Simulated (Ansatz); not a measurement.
Molecular dynamics on a 2×2×1 supercell (12 atoms) of PtS₂ (P-3m1), relaxed with r2SCAN+rVV10. Forces come from r2SCAN in Ansatz: a Langevin thermostat at fixed volume, 100 K, steps of 2 fs. Computed, non-magnetic; the trajectory is short and the cell small, so nothing here is a converged average.

```yaml
crystal:
  lattice:
    - [7.1052481869, 0.0, 0.0]
    - [-3.5526240935, 6.1533254301, 0.0]
    - [0.0, 0.0, 5.1228306381]
  atoms:
    - { symbol: Pt, position: [0.0, 0.0, 0.0] }
    - { symbol: S, position: [0.1666666667, 0.3333333333, 0.2392542164] }
    - { symbol: S, position: [0.3333333333, 0.1666666667, 0.7607457836] }
    - { symbol: Pt, position: [0.0, 0.5, 0.0] }
    - { symbol: S, position: [0.1666666667, 0.8333333333, 0.2392542164] }
    - { symbol: S, position: [0.3333333333, 0.6666666667, 0.7607457836] }
    - { symbol: Pt, position: [0.5, 0.0, 0.0] }
    - { symbol: S, position: [0.6666666667, 0.3333333333, 0.2392542164] }
    - { symbol: S, position: [0.8333333333, 0.1666666667, 0.7607457836] }
    - { symbol: Pt, position: [0.5, 0.5, 0.0] }
    - { symbol: S, position: [0.6666666667, 0.8333333333, 0.2392542164] }
    - { symbol: S, position: [0.8333333333, 0.6666666667, 0.7607457836] }
kpoints:
  mp_grid: { grid: [3, 3, 4] }
hamiltonian:
  xc: r2scan
scf:
  occupations: { method: fermi_dirac, width: 0.02 }
md:
  ensemble: nvt_langevin
  temperature: 100
  timestep: 2.0
  n_steps: 20
  initial_velocities: maxwell_boltzmann
  seed: 1188
```

Run as `ansatz run input.yaml --threads 4 --pin off --max-ram 3686MiB --backend cpu --events-out ev --progress --plain --runs-dir out`. Wall time 3.6 min on 4 threads of Arm Neoverse V2, on a shared host; peak host memory 1.4 GiB.

```csv
step,t (fs),T (K),free energy F from step 0 (meV/atom),kinetic energy (meV/atom),largest force (eV/Å)
0,0,92,0.0,11.8,0.04
1,2,94,0.1,12.1,0.12
2,4,93,0.6,12.0,0.25
3,6,87,1.3,11.3,0.38
4,8,73,2.2,9.4,0.49
5,10,69,3.2,9.0,0.60
6,12,69,4.4,9.0,0.71
7,14,59,5.6,7.6,0.81
8,16,56,6.8,7.2,0.87
9,18,48,8.0,6.2,0.92
10,20,57,9.1,7.4,0.96
11,22,62,10.2,8.1,1.00
12,24,59,11.1,7.7,1.03
13,26,55,12.0,7.1,1.05
14,28,52,12.6,6.8,1.05
15,30,54,13.0,6.9,1.05
16,32,47,13.0,6.1,1.04
17,34,52,12.7,6.7,1.01
18,36,52,12.3,6.8,0.98
19,38,61,11.8,7.9,0.95
20,40,58,11.1,7.5,0.90
```

The temperature starts at 92 K, is lowest at step 16 (47 K, 32 fs) and ends at 58 K. The thermostat hasn't had time to restore it. The atoms start on their lattice sites with kinetic energy alone, so much of it first passes into potential energy. By the last step the atoms have moved 0.04 Å in the root mean square, the drift of the whole cell taken out, 0.06 Å at most.

Positions (Å) and forces (eV/Å) at step 20:
```
Pt  -0.015  -0.020   0.030     0.092   0.635  -0.636
S    0.026   2.048   1.216    -0.453  -0.007   0.306
S    1.738   0.999   3.889     0.160   0.419   0.183
Pt  -1.791   3.076   0.009     0.582   0.069   0.476
S   -1.759   5.183   1.203     0.018  -0.597   0.254
S    0.002   4.069   3.931     0.049   0.211  -0.317
Pt   3.553   0.008  -0.041    -0.246  -0.156   0.705
S    3.548   2.047   1.251     0.015  -0.042  -0.297
S    5.292   1.048   3.905     0.571  -0.223  -0.085
Pt   1.777   3.082   0.035     0.172  -0.281  -0.661
S    1.770   5.134   1.248    -0.152   0.011  -0.121
S    3.611   4.106   3.898    -0.808  -0.038   0.192
```
